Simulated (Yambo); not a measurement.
TiTl$_{2}$F$_{6}$ (space group P-3m1, No. 164), G0W0@LDA in Yambo (3×3×2 mesh, plasmon pole; 7 Ry block, no terminator). The number N of bands in W and G is varied.

| N | x = 1/N | gap K → Γ (eV) | shift of the valence edge (eV) |
|---|---|---|---|
| 94 | 0.01064 | 7.706 | -1.034 |
| 131 | 0.00763 | 7.731 | -1.181 |
| 175 | 0.00571 | 7.731 | -1.306 |
| 222 | 0.00450 | ? | ? |

Q: Basis-set arguments suggest E = E∞ + A x. Fix A and E∞ from the two rows above the withheld one, predict the row at 222 bands, and test the form.

A: Gap: A = (7.731 − (7.731))/(0.00571 − 0.00763) = 0.00, E∞ = 7.731 eV, so 7.731 eV is predicted; the run gave 7.712 eV (miss 19 meV). The first two rows have slope -8.31, so the form doesn't hold yet over the whole range. Shift: A = (-1.306 − (-1.181))/(0.00571 − 0.00763) = 65.1, E∞ = -1.678 eV, so -1.385 eV is predicted; the run gave -1.379 eV (miss 6 meV). The first two rows have slope 48.8, so the form doesn't hold yet over the whole range. The other settings are held fixed.

The standard potential for Tl keeps a d shell in the valence without the s and p states of that shell. In tests on such compounds this moved G0W0 gaps by up to about 0.9 eV, so absolute quasiparticle energies here are unreliable; differences between settings are what counts.

Spin-orbit coupling is not included.

Geometry of the Materials Project entry, not relaxed at this level; primitive cell a = 5.919 Å, b = 5.919 Å, c = 4.764 Å, α = 90.00°, β = 90.00°, γ = 120.00°.

The structure is a Materials Project entry; no match was found in the copy of COD used, and its stability was not checked.

A shift is the quasiparticle energy of the state minus its LDA energy.
